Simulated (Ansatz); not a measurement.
Te:
```xyz
4
Lattice="3.1819 0.0000 0.0000 0.0000 4.5229 0.0000 0.0000 0.0000 9.1005" Properties=species:S:1:pos:R:3 pbc="T T T"
Te     1.5910     2.3967     6.9268
Te     1.5910     2.1262     2.3765
Te     1.5910     4.3908     0.0806
Te     1.5910     0.1321     4.6308
```

Relaxed with r²SCAN. Special points in fractions of this cell's reciprocal vectors: Γ (0.000, 0.000, 0.000); X (0.500, 0.000, 0.000); S (0.500, 0.500, 0.000); Y (0.000, 0.500, 0.000); Z (0.000, 0.000, 0.500); U (0.500, 0.000, 0.500); R (0.500, 0.500, 0.500); T (0.000, 0.500, 0.500).

Task: List the band energies nearest the Fermi level at these points for r²SCAN (plane waves, PAW; program Ansatz).

Result: In eV from the Fermi level; about four levels below and three above (degenerate sets whole), none deeper than 8.9 eV; points with the same levels are listed once.

```csv
k,below,above
Γ,-2.68 -2.50 -2.45 -2.40,1.25 1.35 1.37
X,-1.14 -0.95 -0.66 -0.60,2.77 2.84 4.75
S,-1.15 -1.15 -0.65 -0.65,2.51 2.51 4.15 4.15
Y,-2.70 -2.70 -2.44 -2.44,2.45 2.45 2.70 2.70
Z,-3.62 -3.62 -0.88 -0.88,0.15 0.15 1.71 1.71
U,-2.88 -2.88 -1.99 -1.99,0.69 0.69 1.85 1.85
R,-3.73 -3.73 -3.31 -3.31,1.98 1.98 2.64 2.64
T,-5.34 -5.34 -5.01 -5.01,0.40 0.40 1.02 1.02
```

Space group Pbam. The first step of the workflow began from a Materials Project structure, measured or hypothetical; the Crystallography Open Database copy checked does not list it. It is not the phase usual at ambient conditions (space group No. 152). The r²SCAN relaxation kept the symmetry of its start; of distortions, only those at the zone centre were tested. Point labels and valley counts follow the cell and symmetry of the run, lower than the named group. Spin–orbit coupling is left out wherever it is not named.

Potentials: the later of the program's two PAW sets.
